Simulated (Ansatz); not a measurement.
Cu Kα1 powder pattern (kinematic, no thermal factors).
2θ (°) (relative intensity): 19.39 (1), 33.92 (17), 34.25 (29), 38.14 (100), 39.37 (10), 39.66 (5), 48.97 (21), 53.15 (4), 55.98 (10), 60.70 (15), 63.92 (22), 71.38 (1), 71.58 (14), 72.16 (4), 73.99 (10), 74.78 (1), 77.34 (7), 77.72 (4), 81.61 (3), 82.17 (3), 84.89 (4), 85.44 (2)

The pattern is computed from a structure relaxed with Ansatz 0.2.0, DFT PBE, scalar-relativistic, plane waves, PAW. No spin polarisation. Its elements are As, O.

**Question.** Give the structure.

**Answer.** As₃O.
Space group P6_3/mcm (No. 193). a = 5.281 Å, b = 5.281 Å, c = 5.232 Å, α = 90.00°, β = 90.00°, γ = 120.00°
```csv
atom,site,symmetry,x,y,z
As,6g,m2m,0.3728,0.0000,0.2500
O,2b,-3.m,0.0000,0.0000,0.0000
```

A pattern alone doesn't exclude other cells with like lines; this is the one computed.

The cell was found from a structure generator's guess, not taken from experiment.
